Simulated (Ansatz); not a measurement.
**Electric field gradients in Ga$_{2}$S$_{3}$**

These are results of DFT PBEsol, scalar-relativistic, plane waves, PAW (Ansatz 0.2.0), not measurements. Cutoff 420 eV, 6×6×6 k-points (Γ-centred), fixed occupations. No spin polarisation.

Equilibrium structure at this level:
```
Ga S
1.0
     5.56085   -3.19616    0.01335
     5.56085    3.19616    0.01335
    -3.62429    0.00000    5.99369
Ga S
4 6
Direct
  0.63800 0.44447 0.12508
  0.44447 0.63800 0.62508
  0.26726 0.13348 0.11610
  0.13348 0.26726 0.61610
  0.90785 0.08062 0.97995
  0.08062 0.90785 0.47995
  0.43462 0.24201 0.50184
  0.24201 0.43462 0.00184
  0.59161 0.75865 0.00985
  0.75865 0.59161 0.50985
```

Task: Give V_zz (10²¹ V/m²) and the asymmetry η at each distinct site.

Result:
| atom | V_zz | η |
| --- | --- | --- |
| Ga (atom 1) | -5.36 | 0.35 |
| Ga (atom 3) | -5.64 | 0.18 |
| S (atom 5) | -14.85 | 0.51 |
| S (atom 7) | -9.44 | 0.12 |
| S (atom 9) | -9.64 | 0.06 |

Cost: 1 run of about 1.9 core-minutes, on Intel Xeon Platinum 8488C (Sapphire Rapids) (shared hosts).